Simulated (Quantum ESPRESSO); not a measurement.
# Strain and stress in SiAlPO6

The results below are calculated, not measured. They come from pw.x of Quantum ESPRESSO 7.5, a plane-wave density functional program, with PseudoDojo standard norm-conserving files (v0.5 for PBE, v0.4.1 for LDA and PBEsol). The cells are made up: elements, strain and atom displacements were drawn at random, and nothing was relaxed. There is no spin polarisation, spin-orbit coupling or dispersion term.

The cell has 9 sites of a quartz lattice. Sites 1 to 3 hold Si Al P; sites 4 to 9 hold O O O O O O. Cell vectors in Å: (5.068, -0.024, -0.034); (-2.554, 4.381, 0.021); (-0.038, 0.005, 5.568). Settings: PBE, cutoff 1143 eV, 5 x 5 x 4 k mesh shifted by half a step, Fermi-Dirac smearing of 0.025 eV.

Each run adds the same strain along x and y to one cell, with the atoms carried along; the vectors above are those of run 3. Stress is positive in tension and P is minus a third of its trace. E is the free energy for each atom above the lowest run shown. The last column is band 25 less band 24 at Gamma, from a band step after each run.

| run | strain (%) | s_xx (GPa) | s_yy (GPa) | s_zz (GPa) | s_xy (GPa) | P (GPa) | E (meV/atom) | level step at Gamma (eV) |
| --- | --- | --- | --- | --- | --- | --- | --- | --- |
| 1 | -2.45 | -22.78 | -1.59 | -7.96 | 6.66 | 10.78 | 29.79 | 4.012 |
| 3 | 0.08 | -10.07 | 6.57 | -1.03 | 5.99 | 1.51 | 0.71 | 3.553 |
| 4 | 0.54 | -8.04 | 7.86 | 0.03 | 5.88 | 0.05 | 0.00 | 3.465 |
| 5 | 1.69 | -3.30 | 10.85 | 2.47 | 5.62 | -3.34 | 3.71 | 3.242 |
| 6 | 1.90 | -2.48 | 11.36 | 2.88 | 5.58 | -3.92 | 5.21 | 3.201 |
| 7 | 2.48 | -0.31 | 12.73 | 3.96 | 5.45 | -5.46 | 10.55 | 3.087 |
| 2 | -0.14 | ? | ? | ? | ? | ? | ? | ? |

A rerun of one of these cells at 1437 eV and k mesh 7 x 7 x 6 moved values by no more than 0.003 eV in the cell's energy, 0.03 GPa in stress and 0.002 eV/Å in force.

## Worked fit

A parabola through the six runs shown gives s_xx = -10.44 + 4.56 e - 0.193 e² GPa, with e in per cent and a scatter of 0.02 GPa. The slope is a stiffness of 456 ± 3 GPa for each unit of this strain at e = 0, the sum of the responses of s_xx to strain along x and along y. The atoms are clamped, and relaxing them would in general lower it. The error is the larger of the fit's own and the change that a cubic makes, rounded up.

## Withheld run

Question: what s_xx should run 2 give?

The fit gives -11.08 GPa. The calculation gave -11.07 GPa.

| run | strain (%) | s_xx (GPa) | s_yy (GPa) | s_zz (GPa) | s_xy (GPa) | P (GPa) | E (meV/atom) | level step at Gamma (eV) |
| --- | --- | --- | --- | --- | --- | --- | --- | --- |
| 2 | -0.14 | -11.07 | 5.93 | -1.56 | 6.05 | 2.23 | 1.64 | 3.594 |